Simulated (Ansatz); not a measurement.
Method: DFT PBE, scalar-relativistic, plane waves, PAW (Ansatz 0.2.0). Settings: cutoff 420 eV, Γ-centred meshes spaced at most about 0.3 Å⁻¹, and about 0.25 Å⁻¹ or finer for metals (2π included), Gaussian smearing. No spin polarisation in the final relaxations.

Temperature and zero-point effects are left out.

Two forms of Ag3SnSe were relaxed alike.

A.

```xyz
5
Lattice="4.0516 0.0000 0.0000 0.0000 4.0516 0.0000 0.0000 0.0000 6.9972" Properties=species:S:1:pos:R:3 pbc="T T T"
Ag    0.0000    2.0258    6.5728
Ag    2.0258    0.0000    6.5728
Ag    0.0000    0.0000    4.3557
Sn    0.0000    0.0000    1.6065
Se    2.0258    2.0258    4.4028
```

B.

```xyz
5
Lattice="5.0749 0.0000 0.0000 0.0000 5.0749 0.0000 0.0000 0.0000 5.0749" Properties=species:S:1:pos:R:3 pbc="T T T"
Ag    2.5374    0.0000    2.5374
Ag    0.0000    2.5374    2.5374
Ag    2.5374    2.5374    0.0000
Sn    0.0000    0.0000    0.0000
Se    2.5374    2.5374    2.5374
```

Question: Which would you expect to be lower, and how large is the difference?

Answer: A is lower, by 299 meV/atom. A has space group P4mm (No. 99), 23.0 Å³/atom and no gap on its mesh; B has the antiperovskite type, space group Pm-3m (No. 221), 26.1 Å³/atom and no gap. Counting Ag or Sn atoms around Se (for each partner element, those within 1.25 times its shortest distance or 1.15 times the sum of covalent radii, where it is the nearest in units of that sum or under 1.3), A has Se 8 and B has Se 6. The denser one is the lower, and pressure would at first widen the difference. Even the lower one lies +0.08 eV/atom against the reference forms of the elements (uncorrected), so neither is stable at this level. In A, around Ag on a site of symmetry 2mm lie 6 Ag at 2.86–3.00 Å, 2 Sn at 2.87 Å and 2 Se at 2.97 Å; Sn has 5 Ag at 2.75–2.87 Å; Se has 8 Ag at 2.87–2.97 Å; 1 more site not described. In B, Ag has 2 Se at 2.54 Å, 4 Sn at 3.59 Å and 8 Ag at 3.59 Å; around Sn lie 12 Ag at 3.59 Å; Se is surrounded by 6 Ag at 2.54 Å. Both come from invented guesses.

Cells relaxed within their symmetry can be saddle points.
